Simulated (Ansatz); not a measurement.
Consider the following.

ZrTi:
```cif
data_TiZr
_chemical_formula_sum 'Zr1 Ti1'
_space_group_name_H-M_alt 'P-6m2'
_space_group_IT_number 187
_space_group_name_Hall 'P -6 2'
_cell_length_a 3.10947
_cell_length_b 3.10947
_cell_length_c 4.89209
_cell_angle_alpha 90.000
_cell_angle_beta 90.000
_cell_angle_gamma 120.000
loop_
_atom_site_label
_atom_site_type_symbol
_atom_site_symmetry_multiplicity
_atom_site_Wyckoff_symbol
_atom_site_fract_x
_atom_site_fract_y
_atom_site_fract_z
_atom_site_occupancy
Zr1 Zr 1 a 0.00000 0.00000 0.00000 1
Ti1 Ti 1 d 0.33333 0.66667 0.50000 1
```

This is the r²SCAN-relaxed structure.

All from the program Ansatz at the r²SCAN level (PAW), unless another level is named. Estimate the Young's modulus.

99.3 GPa.

And the highest zone-centre frequency?

175 cm^-1.

The first step of the workflow began from a Materials Project structure, measured or hypothetical; the Crystallography Open Database copy checked does not list it. With Zr and Ti taken as one species the cell has the higher symmetry P6_3/mmc, so it may be an ordered model of a mixed-site phase. Whether it is the stable phase at ambient conditions was not checked. The cell was relaxed with r²SCAN under the symmetry of its start; its stability against distortions is not shown here. No spin polarisation was allowed. As this level gives no gap, phonon frequencies hold no LO–TO term and depend on the k-mesh and smearing (Fermi–Dirac, 0.1 eV here).

Potentials: the later of the program's two PAW sets.
